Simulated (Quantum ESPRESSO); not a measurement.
ScAl₃, space group Pm-3m (No. 221):

```
CELL_PARAMETERS angstrom
      4.08781     0.00000     0.00000
      0.00000     4.08781     0.00000
      0.00000     0.00000     4.08781
ATOMIC_POSITIONS crystal
  Sc 0.00000 0.00000 0.00000
  Al 0.50000 0.00000 0.50000
  Al 0.00000 0.50000 0.50000
  Al 0.50000 0.50000 0.00000
```
Geometry: a computed entry of the Materials Project; it was not checked against measured cells. It is ScAl3 in Pm-3m; whether this form has been observed was not checked. Stability against distortions was not tested. The run has no spin polarisation.

| site | Wyckoff letter | site symmetry |
|---|---|---|
| Sc | a | m-3m |
| Al | c | 4/mmm |

Cores are frozen. Against all-electron runs on small test molecules, this scheme's |Vzz| missed by −7 % on Al. This crystal comes out metallic or nearly gapless here; its field gradients are sensitive to mesh and smearing.

Where does symmetry force the field gradient to vanish or to be axial, and what does the PAW reconstruction of the field gradient on a scalar-relativistic PBE ground state (a modified build of Quantum ESPRESSO, JTH datasets) give?


```tsv
site	by symmetry	Vzz (a.u.)	η_Q
Sc	vanishes (cubic site)	0	–
Al	axial, η = 0 (an axis of order 3 or more)	0.197	0.00
```
